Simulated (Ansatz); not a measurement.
## Structure relaxation, Hg

The relaxed structure here is a generated cell of Hg: the first start was made by placing the elements on the sites of a structure type, and the end was not matched to a known phase here, so it may be hypothetical.

The start is a generated cell, Hg built in the AFLOW prototype A_tI4_139_e (as in Si). The cell and all atomic positions are relaxed at zero pressure with r2SCAN (plane waves to 500 eV, PAW, scalar-relativistic; Ansatz, a quantum-chemistry and plane-wave program). The first steps use a coarse 13×13×13 k-mesh.

The start:
```
CELL_PARAMETERS angstrom
     -1.81956     1.81956     3.53390
      1.81956    -1.81956     3.53390
      1.81956     1.81956    -3.53390
ATOMIC_POSITIONS crystal
  Hg 0.81900 0.81900 0.00000
  Hg 0.18100 0.18100 0.00000
```

Question: What pressure does the first self-consistent step give?

Answer: +16.2 GPa (positive: the cell is compressed).

Question: Which atoms feel the largest initial force, and how large is it?

Answer: 0.90 eV/Å, on Hg1, Hg2 (atoms numbered as listed).

Question: What symmetry does the relaxed structure have?

Answer: The space group goes from I4/mmm (No. 139) to Pm-3m (No. 221); the end is AFLOW prototype A_cP1_221_a (A_h), with 1 atom in the primitive cell.

Question: How much energy is released per atom?

Answer: 0.37 eV/atom.

Question: How does the volume change?

Answer: +17.4 %, from 23.40 to 27.48 Å³/atom.

Question: How do the shortest distances between atoms change?

Answer: The closest pairs of elements (up to four, under 3.6 Å), start → end: Hg–Hg 2.56 → 3.02 Å.

Question: What band gap does the relaxed structure have at this level?

Answer: Zero (metallic).

Question: What does it relax into? Give the structure.

Answer: 
Space group Pm-3m (No. 221); a = b = c = 3.018 Å, α = β = γ = 90.00°

```tsv
atom	site	symmetry	x	y	z
Hg	1b	m-3m	0.5000	0.5000	0.5000
```

Final values are on a 15×15×15 k-mesh of the relaxed cell. No spin polarisation in the result.

The run could not lose the symmetry of its start, so the end can be a saddle point.
